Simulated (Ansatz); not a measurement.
Data:

TiSi$_{2}$:
Space group Cmcm (No. 63); a = 3.5268 Å, b = 13.5140 Å, c = 3.5652 Å, α = β = γ = 90.00°

```json
[
 {"atom": "Si", "site": "4c", "symmetry": "m2m", "x": "0.0000", "y": "0.0584", "z": "0.7500"},
 {"atom": "Si", "site": "4c", "symmetry": "m2m", "x": "0.0000", "y": "0.2502", "z": "0.2500"},
 {"atom": "Ti", "site": "4c", "symmetry": "m2m", "x": "0.0000", "y": "0.6032", "z": "0.2500"}
]
```
(The calculation used a cell of 6 atoms; values per cell refer to that cell.)

This is the r²SCAN-relaxed structure.

Task: All from r²SCAN (plane waves, PAW; program Ansatz), unless another level is named. Predict the electronic character.

Result: metallic (no gap).

Task: Predict the density of states at the Fermi level.

Result: 0.22 states/eV per atom (mean over ±0.08 eV).

Task: Predict the formation energy from the elements (no fitted shifts).

Result: -0.55 eV/atom.

The r²SCAN relaxation kept the symmetry of its start. The run is not spin-polarised. The references are the lowest solids computed at this level, not always the standard phases.

Potentials: the later of the program's two PAW sets.
